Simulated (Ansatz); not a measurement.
Theory: DFT PBE, scalar-relativistic, plane waves, PAW (Ansatz 0.2.0). Each cell gets a short relaxation within its symmetry: 420 eV, a coarse mesh through Γ, smearing of 0.15 eV, at most 16 steps to 0.08 eV/Å and 0.8 GPa. Magnetic atoms start with parallel moments. Energies are free energies per atom, good to about 0.1 eV/atom between metallic cells, end volumes are rough, and groups of ends are read at 0.1 Å.

Two trial cells of TiMoSe4, not yet relaxed:

A.

```xyz
6
Lattice="4.2472 0.0000 0.0000 -2.1236 3.6782 0.0000 0.0000 0.0000 10.8786" Properties=species:S:1:pos:R:3 pbc="T T T"
Ti    0.0000    0.0000    0.0000
Mo    0.0000    0.0000    5.4393
Se    2.1236    1.2261    7.8108
Se    2.1236    1.2261    2.1948
Se    0.0000    2.4521    8.6838
Se    0.0000    2.4521    3.0678
```

B.

```xyz
6
Lattice="6.3465 0.0000 0.0000 -3.1733 5.4962 0.0000 0.0000 0.0000 4.8666" Properties=species:S:1:pos:R:3 pbc="T T T"
Ti    0.0000    0.0000    2.4333
Mo    0.0000    0.0000    0.0000
Se    0.0000    3.6642    0.0000
Se    3.1733    1.8321    0.0000
Se    0.0000    3.6642    2.4333
Se    3.1733    1.8321    2.4333
```

Question: Does the order of the two change on relaxation?

Answer: As given, B is lower by 0.23 eV/atom. Relaxed, A is lower by 1.01 eV/atom, so the order turns round. A goes from P-3m1 at 28.3 Å³/atom to P-3m1 at 23.3 Å³/atom and gains 1.95 eV/atom. B goes from P6/mmm at 28.3 Å³/atom to P6/mmm at 18.8 Å³/atom and gains 0.71 eV/atom. The closest pair in A goes from Se–Se at 2.60 Å to Ti–Se at 2.55 Å. The closest pair in B goes from Ti–Mo and Se–Se at 2.43 Å to Ti–Mo and Se–Se at 2.69 Å. At the end: counting Se atoms around Mo and Ti (those within 1.25 times the shortest such distance or 1.15 times the sum of covalent radii), A and B both have Ti 6, Mo 6.

Weakly bound directions are ill-defined at this level, which has no dispersion term (P-3m1), and this can change margins and order among such cells. Other magnetic orders may lie lower.
